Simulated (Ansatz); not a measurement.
SiS2:
```cif
data_S6Si3
_chemical_formula_sum 'Si3 S6'
_space_group_name_H-M_alt 'P3221'
_space_group_IT_number 154
_space_group_name_Hall 'P 32 2"'
_cell_length_a 5.82200
_cell_length_b 5.82200
_cell_length_c 6.85348
_cell_angle_alpha 90.000
_cell_angle_beta 90.000
_cell_angle_gamma 120.000
loop_
_atom_site_label
_atom_site_type_symbol
_atom_site_symmetry_multiplicity
_atom_site_Wyckoff_symbol
_atom_site_fract_x
_atom_site_fract_y
_atom_site_fract_z
_atom_site_occupancy
Si1 Si 3 a 0.54284 0.54284 0.00000 1
S1 S 6 c 0.31163 0.37251 0.26067 1
```

Relaxed at zero pressure with PBE (plane waves, PAW; program Ansatz).

Problem. The volume is raised by 3 % and shape and atoms relax at that volume. What pressure results, and how do the axes share the change?

Solution. -0.9 GPa; a 1.2 %, b 1.2 %, c 0.6 %; the energy rises by 2 meV/atom.

Problem. Give the new structure.

Solution. 
Space group P3₂21 (No. 154); a = 5.8922 Å, b = 5.8922 Å, c = 6.8919 Å, α = 90.00°, β = 90.00°, γ = 120.00°

```csv
atom,site,symmetry,x,y,z
Si,3a,.2.,0.5406,0.5406,0.0000
S,6c,1,0.3092,0.3765,0.2595
```

The phase is kept; no other phase was compared at this pressure.

Space group P3_221. The start of the workflow was typed in or built on a structure type; neither database checked (COD, Materials Project) lists it. COD files the formula under space group No. 72, 122. Its standing as an ambient phase is unchecked. The cell was relaxed with PBE under the symmetry of its start; whether a distortion lowers the energy is not shown. The volume moved by -19 % from the start of the relaxation.

Potentials: the earlier of the program's two PAW sets.
